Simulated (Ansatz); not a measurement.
Theory: Ansatz 0.2.0, DFT PBE, scalar-relativistic, plane waves, PAW. Settings: cutoff 420 eV, Γ-centred meshes spaced at most about 0.3 Å⁻¹, and about 0.25 Å⁻¹ or finer for metals (2π included), Gaussian smearing. No spin polarisation in the final relaxations.

Temperature and zero-point effects are left out. All come from trial cells, and lower structures may exist.

Question: These unrelaxed guesses for Si5Ru are each relaxed within their symmetry. Order them by the energy at which they end, lowest first.
A.

```
Si Ru
1.0
     5.00294    0.00000    0.00000
    -2.50147    4.33267    0.00000
     0.00000    0.00000    4.06477
Si Ru
5 1
Direct
  0.33333 0.66667 0.00000
  0.66667 0.33333 0.00000
  0.50000 0.00000 0.50000
  0.50000 0.50000 0.50000
  0.00000 0.50000 0.50000
  0.00000 0.00000 0.00000
```

B.

```
Si Ru
1.0
     0.00000    3.57963    3.57963
     3.57963    0.00000    3.57963
     3.57963    3.57963    0.00000
Si Ru
5 1
Direct
  0.37197 0.87601 0.87601
  0.87601 0.87601 0.87601
  0.25000 0.25000 0.25000
  0.87601 0.87601 0.37197
  0.87601 0.37197 0.87601
  0.50000 0.50000 0.50000
```

Answer: B (ends in F-43m, 0 meV/atom), A (ends in P6/mmm, 15 meV/atom). Even the lowest end lies +0.63 eV/atom against the elements.

Cells relaxed within their symmetry can be saddle points. Some types were kept out of the candidates beforehand, so the set may lack a known form.
